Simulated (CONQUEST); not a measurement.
# How a calculation on InSe (P-6m2, 16 atoms in the cell; from Materials Project mp-1079260) responds to its settings

```yaml
crystal:
  lattice:
    - [4.04733, 0.00000, 0.00000]
    - [0.00000, 7.01018, 0.00000]
    - [0.00000, 0.00000, 18.05206]
  atoms:
    - { symbol: In, position: [0.00000, 0.00000, 0.57739] }
    - { symbol: In, position: [0.00000, 0.00000, 0.42261] }
    - { symbol: In, position: [0.00000, 0.33333, 0.92261] }
    - { symbol: In, position: [0.00000, 0.33333, 0.07739] }
    - { symbol: In, position: [0.50000, 0.50000, 0.57739] }
    - { symbol: In, position: [0.50000, 0.50000, 0.42261] }
    - { symbol: In, position: [0.50000, 0.83333, 0.92261] }
    - { symbol: In, position: [0.50000, 0.83333, 0.07739] }
    - { symbol: Se, position: [0.50000, 0.16667, 0.85300] }
    - { symbol: Se, position: [0.50000, 0.16667, 0.14700] }
    - { symbol: Se, position: [0.00000, 0.33333, 0.64702] }
    - { symbol: Se, position: [0.00000, 0.33333, 0.35298] }
    - { symbol: Se, position: [0.00000, 0.66667, 0.85300] }
    - { symbol: Se, position: [0.00000, 0.66667, 0.14700] }
    - { symbol: Se, position: [0.50000, 0.83333, 0.64702] }
    - { symbol: Se, position: [0.50000, 0.83333, 0.35298] }
```

Base run A: LDA (PW92), numerical atomic orbitals double-zeta with polarisation (the shipped basis), PseudoDojo norm-conserving potentials made for LDA (CONQUEST), self-consistent single point.

Its settings: basis = DZP; Diag.MPMeshX, Y, Z = 3 2 1; potentials = PseudoDojo norm-conserving LDA; Grid.GridCutoff = 140 Ha; DM.SolutionMethod = diagon; Diag.SmearingType = 1; Diag.kT = 0.001837 Ha; Diag.GammaCentred = true; Diag.MPOrder = 0; minE.SCTolerance = 1.0e-06; SC.MaxIters = 100; SC.LinearMixingFactor = 0.3; SC.KerkerPreCondition = true; SC.KerkerFactor = 0.1 1/bohr; AtomMove.TypeOfRun = static.

The program uses no crystal symmetry, so grid and mesh can part values that symmetry would make equal. The atom-centred basis is finite, which shifts total energies, pressures and forces against plane waves. The structure comes from a collection of computed structures, made at another level of theory; the collection holds predicted forms beside known ones.

ΔF is the free energy per atom less that of run A. 

A variant of run A gave: the free energy goes up by 5.4 meV/atom, the pressure moves little (-1.58 to -1.52 GPa) and the largest force goes from 0.201 to 1.275 eV/Å.

What was changed between the two runs?
A. atom 8 moved by +0.15 angstrom along y
B. atom 8 moved by -0.15 angstrom along y
C. atom 8 moved by -0.08 angstrom along y
D. atom 8 moved by +0.04 angstrom along y

A, atom 8 moved by +0.15 angstrom along y. That run gave: ΔF (meV/atom) 5.4; pressure (GPa) -1.52; largest force (eV/Å) 1.275.

The base and the other variants:

| change | ΔF (meV/atom) | pressure (GPa) | largest force (eV/Å) |
|---|---|---|---|
| base | 0.00 | -1.58 | 0.201 |
| atom 8 moved by -0.15 angstrom along y | 4.7 | -1.53 | 1.022 |
| atom 8 moved by -0.08 angstrom along y | 1.44 | -1.56 | 0.610 |
| atom 8 moved by -0.04 angstrom along y | 0.39 | -1.58 | 0.369 |
| atom 8 moved by +0.04 angstrom along y | 0.32 | -1.58 | 0.341 |
| atom 8 moved by +0.08 angstrom along y | 1.42 | -1.56 | 0.639 |
